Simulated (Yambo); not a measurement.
**Optical response of SiC at -1.5 % isotropic strain**

```xyz
2
Lattice="0.0000 2.1459 2.1459 2.1459 0.0000 2.1459 2.1459 2.1459 0.0000" Properties=species:S:1:pos:R:3 pbc="T T T"
C      0.0000     0.0000     0.0000
Si     3.2188     3.2188     3.2188
```

Yambo, RPA with local fields on PBEsol bands shifted by a G0W0 scissor of 1.21 eV; 16×16×16 mesh, 15 bands, 4 Ry local-field block, 0.2 eV broadening; field along x.

```tsv
E (eV)	Im ε	Re ε	Im ε, independent particles
0.0	0.00	5.97	0.00
0.4	0.01	5.98	0.01
0.8	0.02	6.01	0.02
1.1	0.03	6.05	0.03
1.5	0.04	6.12	0.05
1.9	0.05	6.20	0.06
2.2	0.07	6.32	0.07
2.6	0.08	6.46	0.09
3.0	0.10	6.63	0.12
3.4	0.13	6.84	0.14
3.8	0.16	7.11	0.18
4.1	0.20	7.44	0.23
4.5	0.26	7.86	0.29
4.9	0.35	8.41	0.40
5.2	0.53	9.19	0.61
5.6	1.08	10.3	1.24
6.0	2.26	11.2	2.61
6.4	3.70	12.1	4.34
6.8	5.63	12.1	6.56
7.1	7.70	12.4	9.08
7.5	9.53	11.8	11.3
7.9	13.4	10.7	15.5
8.2	17.8	6.00	19.5
8.6	11.9	-0.34	12.6
9.0	10.3	1.88	11.5
9.4	10.3	1.93	11.9
9.8	12.7	-0.41	14.3
10.1	9.69	-2.08	10.7
10.5	8.82	-2.62	9.26
10.9	7.77	-2.96	7.95
11.2	7.12	-3.61	6.93
11.6	6.38	-3.78	6.02
12.0	4.73	-4.20	4.26
12.4	3.72	-3.45	3.40
12.8	3.20	-2.49	3.09
13.1	3.83	-2.13	3.74
13.5	3.64	-3.14	3.18
13.9	2.57	-2.89	2.25
14.2	2.22	-2.39	1.99
14.6	2.03	-2.16	1.82
15.0	1.97	-1.97	1.76
15.4	1.81	-1.82	1.62
15.8	1.73	-1.82	1.48
16.1	1.54	-1.69	1.33
16.5	1.37	-1.59	1.17
16.9	1.26	-1.43	1.06
17.2	1.20	-1.32	1.00
17.6	1.15	-1.35	0.88
18.0	0.93	-1.29	0.71
18.4	0.80	-1.18	0.63
18.8	0.70	-1.02	0.55
19.1	0.65	-0.91	0.52
19.5	0.62	-0.82	0.50
19.9	0.60	-0.76	0.49
```

Peak heights and small wiggles depend on the k mesh. Convergence of the RPA response with its 16×16×16 mesh was not tested. The scissor comes from a G0W0 run whose convergence isn't established. No excitonic effects at this level.

Geometry strained from the cell relaxed with PBEsol, atoms relaxed again.
